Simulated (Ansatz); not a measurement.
This cell of BN (h-BN type, space group P6_3/mmc) is off equilibrium:

```yaml
crystal:
  lattice:
    - [2.50046, 0.00000, 0.00000]
    - [-1.25023, 2.16546, 0.00000]
    - [0.00000, 0.00000, 6.41170]
  atoms:
    - { symbol: B, position: [0.33333, 0.66667, 0.25000] }
    - { symbol: B, position: [0.66667, 0.33333, 0.75000] }
    - { symbol: N, position: [0.33333, 0.66667, 0.75000] }
    - { symbol: N, position: [0.59788, 0.33333, 0.25000] }
```

Calculation: PBEsol-D3(BJ) (plane waves to 420 eV, PAW, scalar-relativistic; Ansatz, a first-principles code). k mesh 12×12×4 (Γ-centred), Fermi-Dirac smearing 0.05 eV. E stands for the smeared free energy. Compression counts positive. BN was relaxed with its symmetry unable to fall.

Question: Predict the force on every atom, in eV/Å.

Answer: 
```
atom      Fx      Fy     Fz
----  ------  ------  -----
B1    -7.417   2.069  0.000
B2    -0.002  -0.003  0.000
N3    -0.018   0.015  0.000
N4     7.438  -2.080  0.000
```

Question: What is the stress tensor (GPa)?

Answer: 
```
   11.3    -12.5      0.0
  -12.5      6.6      0.0
    0.0      0.0      0.0
```
The pressure, a third of the trace, is 6.0 GPa.

Question: In it atom 4 sits (-0.172, 0.000, 0.000) Å away from its relaxed site. What is its energy relative to the relaxed cell?

Answer: 632 meV/cell.

(A displaced cell: forces are minus the slopes of the energy, force constants its curvatures, and phonons follow from these.)
